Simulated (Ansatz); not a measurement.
The slice is one period of a {100} plane through atoms; its size isn't given.

The numbers are results of PBE (plane waves to 420 eV, PAW, scalar-relativistic; Ansatz, a first-principles code), not measurements. These are valence fields of a PAW run, semicore shells included where kept as valence: close to a nucleus they are smooth pseudo fields.

```
|****+=-:..     ..:-=+***|
|****+=-:..     ..:-=+***|
|***+==-:..     ..:-==+**|
|+++==-::.........::-==++|
|====-:::::::::::::::-===|
|----:::::-=====-:::::---|
|:::::::-=++***++=-::::::|
|.....::=+*#####*+=::....|
|.....:-+*#%%%%%#*+-:....|
|    .:=+#%@@@@@%#+=:.   |
|    .:=*#%@@@@@%#*=:.   |
|    .:=*#%@@@@@%#*=:.   |
|    .:=*#%@@@@@%#*=:.   |
|    .:=+#%@@@@@%#+=:.   |
|.....:-+*#%%%%%#*+-:....|
|.....::=+*#####*+=::....|
|:::::::-=++***++=-::::::|
|----:::::-=====-:::::---|
|====-:::::::::::::::-===|
|+++==-::.........::-==++|
|***+==-:..     ..:-==+**|
|****+=-:..     ..:-=+***|
|****+=-:..     ..:-=+***|
|****+=-:..     ..:-=+***|
```
Scale: ten equal steps from -0.71 (start of ' ') to 1.08 (end of '@'), in the order ' .:-=+*#%@'. Values: log₁₀ of the valence density in e/Å³. The map has 24 points along u (one character each, u = 0 at the left) and 24 along v (v = 0 in the bottom row). The scale is logarithmic, as a density can span decades between atoms and voids.

```
|xxxx99986421012468999xxx|
|xxx8999752100012579998xx|
|xx899986310000013689998x|
|999998631000000013689999|
|999986310012221001368999|
|999863101245554210136899|
|887631013578887531013678|
|665310135789998753101356|
|44210025789xxx9875200124|
|2210014789xxxxx987410012|
|110002589xxxxxxx98520001|
|100002589xxxxxxx98520000|
|110002589xxxxxxx98520001|
|2210014789xxxxx987410012|
|44210025789xxx9875200124|
|665310135789998753101356|
|887631013578887531013678|
|999863101245554210136899|
|999986310012221001368999|
|999998631000000013689999|
|xx899986310000013689998x|
|xxx8999752100012579998xx|
|xxxx99986421012468999xxx|
|xxxx99986421112468999xxx|
```
Scale: ten equal steps from 0.09 (start of '0') to 0.81 (end of '9'), in the order '0123456789'. Values: electron localisation function (ELF). The map has 24 points along u (one character each, u = 0 at the left) and 24 along v (v = 0 in the bottom row). Points within 0.4 Å of a nucleus are blanked (x), as the pseudised field means little there.

Question: Which relaxed crystal do these maps come from?
(A) PbSe (rock salt)
(B) TiN (rock salt)
(C) PbTe (rock salt)

Answer: B, TiN (rock salt). Atoms on the slice: N at (0.00, 0.00); Ti at (0.50, 0.50)

All were relaxed with their symmetry unable to fall. Spin-orbit coupling is left out. The PAW data are Ansatz's earlier set. TiN is run without spin polarisation.
